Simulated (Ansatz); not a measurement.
## Two-dimensional strain map in SnF4

All numbers below come from Ansatz, DFT PBEsol, scalar-relativistic, plane waves, PAW. Settings: plane waves to 420 eV, k-mesh 8×8×8 (Γ-centred), Gaussian smearing 0.05 eV. No spin polarisation. Energies are free energies at this smearing, counted from the undisturbed cell; pressure is positive in compression.

Reference structure (as given, not relaxed at this level; it stands at 4.1 GPa, and it needn't be the usual structure):

```xyz
5
Lattice="-2.0250 2.0250 3.9650 2.0250 -2.0250 3.9650 2.0250 2.0250 -3.9650" Properties=species:S:1:pos:R:3 pbc="T T T"
Sn    0.0000    0.0000    0.0000
F     0.0000    0.0000    1.8794
F     0.0000    0.0000    6.0506
F     0.0000    2.0250    0.0000
F     2.0250    0.0000    0.0000
```

The cell holds layers and no dispersion correction was added, so their binding is poorly described.

The cell is strained by p along both x and y and by q along z, fractional coordinates fixed. Points are written (p, q).

Energy above the undisturbed cell in meV/atom (a dash: not computed):

| p \ q | -0.050 | -0.025 | 0.000 | 0.025 | 0.050 |
| --- | --- | --- | --- | --- | --- |
| -0.050 | 201.5 | 141.1 | 113.5 | 112.3 | 131.9 |
| -0.025 | 115.5 | 59.3 | 35.2 | – | 57.9 |
| 0.000 | 73.4 | 21.1 | 0.0 | 3.7 | 26.9 |
| 0.025 | 65.1 | – | -1.9 | – | 28.8 |
| 0.050 | 82.7 | 37.2 | 21.6 | 29.5 | 55.7 |

Pressure in GPa:

| p \ q | -0.050 | -0.025 | 0.000 | 0.025 | 0.050 |
| --- | --- | --- | --- | --- | --- |
| -0.050 | 34.8 | 26.8 | 20.4 | 15.3 | 11.2 |
| -0.025 | 24.0 | 16.8 | 11.0 | – | 2.9 |
| 0.000 | 15.7 | 9.2 | 4.1 | 0.0 | -3.1 |
| 0.025 | 9.4 | – | -1.1 | – | -7.5 |
| 0.050 | 4.7 | -0.7 | -4.9 | -8.1 | -10.6 |

Gap on the k-mesh in eV:

```
 p \ q  -0.050  -0.025  0.000  0.025  0.050
-0.050    4.91    4.30   3.71   3.16   2.64
-0.025    4.73    4.14   3.57      –   2.54
 0.000    4.58    4.00   3.45   2.94   2.46
 0.025    4.41       –   3.35      –   2.39
 0.050    4.06    3.72   3.27   2.79   2.34
```